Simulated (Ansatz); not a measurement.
CdTe (zinc blende)

```xyz
2
Lattice="0.0000 3.2788 3.2788 3.2788 0.0000 3.2788 3.2788 3.2788 0.0000" Properties=species:S:1:pos:R:3 pbc="T T T"
Te     4.9182     4.9182     4.9182
Cd     0.0000     0.0000     0.0000
```

Two-dimensional scan of atom 1 (Te, nearest neighbour Cd at 2.840 Å; its periodic images, 4.6 Å or more away, move with it): u runs along (1.000, 0.000, 0.000), v along (0.000, 1.000, 0.000) (Cartesian). Cell and other atoms are fixed.

Calculation: r2SCAN (plane waves to 500 eV, PAW, scalar-relativistic; Ansatz, a quantum-chemistry and plane-wave program). k mesh 7×7×7 (Γ-centred), Fermi-Dirac smearing 0.05 eV. Energies are smeared free energies. Points where atoms come too close for the PAW data are left out (x in tables, blank in figures). CdTe was relaxed with its symmetry unable to fall. Spin-orbit coupling is left out, though Te is heavy.

Changes of ΔE (meV/cell) from the point u = 0.000 Å, v = 0.000 Å when one coordinate moves alone (two changes are said to add if the coupling is within 5 % of the smaller one, nearly so within 20 %):

```
point                      change
-------------------------  ------
u = 0.000 Å, v = -0.710 Å   924.0
u = 0.000 Å, v = -0.355 Å   249.8
u = -0.710 Å, v = 0.000 Å   924.0
u = -0.355 Å, v = 0.000 Å   249.8
u = 0.355 Å, v = 0.000 Å    249.8
u = 0.710 Å, v = 0.000 Å    924.0
u = 0.000 Å, v = 0.355 Å    249.8
u = 0.000 Å, v = 0.710 Å    924.0
```

### Question
What is the change at u = -0.710 Å, v = -0.355 Å, where both move, and how far is it from the sum?

### Answer
The sum of the single changes is 924.0 + (249.8) = 1173.8; the calculation gives 1537.4, so the coupling contributes 363.6 (over 20 % of the smaller single change, not additive).

### Question
Do the two effects add at u = -0.355 Å, v = 0.355 Å? Give the computed change.

### Answer
The sum of the single changes is 249.8 + (249.8) = 499.6; the calculation gives 594.3, so the coupling contributes 94.7 (over 20 % of the smaller single change, not additive).

(For displaced atoms, the force is minus the slope of the energy, and its curvature is a force constant, which sets phonon frequencies.)
